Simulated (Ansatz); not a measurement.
Starting cell, Sr3Ti2O7 (space group I4/mmm):

```
CELL_PARAMETERS angstrom
     -1.92337     1.92337    10.00555
      1.92337    -1.92337    10.00555
      1.92337     1.92337   -10.00555
ATOMIC_POSITIONS crystal
  Sr 0.31571 0.31571 0.00000
  Sr 0.68429 0.68429 0.00000
  Sr 0.50000 0.50000 0.00000
  Ti 0.09779 0.09779 0.00000
  Ti 0.90221 0.90221 0.00000
  O  0.40382 0.90382 0.50000
  O  0.59618 0.09618 0.50000
  O  0.90382 0.40382 0.50000
  O  0.09618 0.59618 0.50000
  O  0.80561 0.80561 0.00000
  O  0.19439 0.19439 0.00000
  O  0.00000 0.00000 0.00000
```

A phonon eigenvector at Γ is frozen into this cell: atom i moves by Q times the vector below, so Q is the largest atomic displacement, in Å. The cell is held. It is one choice among 3 degenerate patterns.

```tsv
atom	x	y	z
Sr1	0.000	0.000	1.000
Sr2	0.000	0.000	-1.000
Ti4	0.000	0.000	-0.203
Ti5	0.000	0.000	0.203
O6	0.000	0.000	0.420
O7	0.000	0.000	-0.420
O8	0.000	0.000	0.420
O9	0.000	0.000	-0.420
O10	0.000	0.000	0.269
O11	0.000	0.000	-0.269
```

Atoms not listed stay in place.

Method: LDA (plane waves to 420 eV, PAW, scalar-relativistic; Ansatz, an electronic-structure program). k mesh 10×10×10 (Γ-centred), Fermi-Dirac smearing 0.05 eV. The energy includes the smearing's −TS. Sr3Ti2O7 is run without spin polarisation. Sr3Ti2O7 was relaxed with its symmetry unable to fall. The zero of ΔE is the undisplaced structure.

The scan covers Q from -0.100 to 0.100 Å in 13 points.

Is the energy the same for displacements of ±0.100 Å, and if not, which side lies higher?

Not even: the negative side lies higher at ±0.100 Å.

What is the energy change at Q = 0.100 Å?

114.6 meV/cell.

What harmonic wavenumber does the curvature at Q = 0 give?

188 cm⁻¹.

(A displaced cell: forces are minus the slopes of the energy, force constants its curvatures, and phonons follow from these.)
